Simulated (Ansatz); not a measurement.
**Deforming Sc**

```yaml
crystal:
  lattice:
    - [0.00000, 2.27050, 2.27050]
    - [2.27050, 0.00000, 2.27050]
    - [2.27050, 2.27050, 0.00000]
  atoms:
    - { symbol: Sc, position: [0.00000, 0.00000, 0.00000] }
```

The cell is COD entry 9008483, as deposited and not checked against the literature; nothing was relaxed.

Spin polarisation is left out, and whether a magnetic state lies lower isn't shown here.

Level of theory: DFT, PBEsol, all-electron PAW with datasets made for the crystal, scalar-relativistic (Ansatz 0.2.0).

Numerical set-up: a Γ-centred 12×12×12 k mesh, Fermi–Dirac smearing of 0.03 eV, cutoff 220 eV (chosen by the program for this cell), no spin polarisation.

The unchanged cell is at 0.47 GPa.

In a metal, stresses and small energies carry noise from the k mesh.

x, y and z are the Cartesian axes of the cell as listed; fractional coordinates follow a strain, and an engineering shear is twice the off-diagonal strain component.

Task: One change gave: energy change under 1 meV/atom; stress change (xx, yy, zz, yz, xz, xy) 0.00, 0.00, 0.00, -0.39, -0.39, -0.39 GPa, compression positive. Which change was it?
A. equal xy, yz and zx engineering shear strains of -1 %
B. equal xy, yz and zx engineering shear strains of -2 %
C. equal xy, yz and zx engineering shear strains of +2 %
D. equal xy, yz and zx engineering shear strains of +1 %

Result: D. For equal xy, yz and zx engineering shear strains of -2 %: energy change +3 meV/atom; stress change (xx, yy, zz, yz, xz, xy) 0.03, 0.03, 0.03, 0.72, 0.72, 0.72 GPa, compression positive. For equal xy, yz and zx engineering shear strains of -1 %: energy change under 1 meV/atom; stress change (xx, yy, zz, yz, xz, xy) 0.00, 0.00, 0.00, 0.36, 0.36, 0.36 GPa, compression positive. For equal xy, yz and zx engineering shear strains of +2 %: energy change +3 meV/atom; stress change (xx, yy, zz, yz, xz, xy) 0.01, 0.01, 0.01, -0.74, -0.74, -0.74 GPa, compression positive.
